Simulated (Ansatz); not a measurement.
LiTaO$_{3}$:
```
LiTaO3
1.0
    5.06608     0.00000     0.00000
    0.00000     8.55832     0.00000
    0.00000     0.00000     4.68714
Li Ta O
4 4 12
Direct
  0.50000   0.00000   0.00000
  0.00000   0.00000   0.50000
  0.00000   0.50000   0.50000
  0.50000   0.50000   0.00000
  0.55688   0.25000   0.55831
  0.44312   0.75000   0.44169
  0.94312   0.75000   0.05831
  0.05688   0.25000   0.94169
  0.88881   0.25000   0.30688
  0.11119   0.75000   0.69312
  0.61119   0.75000   0.80688
  0.38881   0.25000   0.19312
  0.79568   0.10300   0.79277
  0.20432   0.89700   0.20723
  0.70432   0.89700   0.29277
  0.29568   0.10300   0.70723
  0.29568   0.39700   0.70723
  0.70432   0.60300   0.29277
  0.20432   0.60300   0.20723
  0.79568   0.39700   0.79277
```

PBEsol (plane waves, PAW; program Ansatz) gives a gap of 2.62 eV without spin–orbit coupling, maximum on the Y–Γ line, 98 % of the way from Y, minimum at Γ.

What happens when spin–orbit coupling is switched on?

The gap is nearly the same, to 2.62 eV; maximum on the Y–Γ line, 98 % of the way from Y, minimum at Γ.

Give the electron effective mass with spin–orbit coupling.

0.68, 1.3, 1.3 mₑ (principal values).

Space group Pnma. The workflow started from a Materials Project entry (that database holds measured and hypothetical structures alike); the Crystallography Open Database copy checked does not list it. It is not the phase usual at ambient conditions (space group No. 161). Symmetry was held in the PBEsol relaxation; whether a distortion lowers the energy is not shown. No spin polarisation was allowed.

Potentials: the later of the program's two PAW sets.
